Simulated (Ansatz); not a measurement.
# Calculated ⁸¹Br nuclear quadrupole resonance for Cs2AgBiBr6

Cell: a measured structure from the Crystallography Open Database (COD) whose atoms were relaxed with PBE, the cell held.

```cif
data_Cs2AgBiBr6
_symmetry_space_group_name_H-M 'Fm-3m'
_symmetry_Int_Tables_number 225
_cell_length_a 11.2322
_cell_length_b 11.2322
_cell_length_c 11.2322
_cell_angle_alpha 90.000
_cell_angle_beta 90.000
_cell_angle_gamma 90.000
loop_
_atom_site_label
_atom_site_type_symbol
_atom_site_symmetry_multiplicity
_atom_site_Wyckoff_symbol
_atom_site_fract_x
_atom_site_fract_y
_atom_site_fract_z
Cs Cs 8 c 0.2500 0.2500 0.2500
Ag Ag 4 b 0.5000 0.5000 0.5000
Bi Bi 4 a 0.0000 0.0000 0.0000
Br Br 24 e 0.5000 0.2533 0.5000
```

One atom of each set is listed; the run and its k-mesh use a cell of 10 atoms with edges of 7.94, 7.94, 7.94 Å.

The numbers come from a DFT calculation in Ansatz (r2SCAN, plane waves and PAW, scalar-relativistic, 500 eV cutoff, Γ-centred 5×5×5 k-points, Fermi–Dirac smearing 0.02 eV).

⁸¹Br: I = 3/2, Q = 257.9 mb (year-2017 value). Static lattice, zero field.

Q: At which frequencies do the ⁸¹Br NQR lines lie?

A: For I = 3/2 there is one line, ν = (|C_Q|/2)(1 + η²/3)^½.

```tsv
site	atoms	V_zz (10²¹ V/m²)	C_Q (MHz)	η	line frequencies (MHz)
Br	6	27.8	173	0.00	86.7
```

Q: And for ⁷⁹Br (I = 3/2, Q = 308.7 mb) on Br?

A: C_Q scales with Q to 207 MHz, with lines at 103.7 MHz.

An axis of threefold or higher order runs through Br, so V_zz lies along it and η is zero.

Without spin–orbit coupling the gradients at and beside Bi can be off by some per cent, at some sites by more.

The run took 77 s of wall time (77 s of CPU time) and 1.6 GiB at its peak, on 1 thread of Arm Neoverse N1 (aarch64; 8 cores open to the job, memory cap 3.0 GiB, no GPU), a shared host with a load of 0.4 a core.
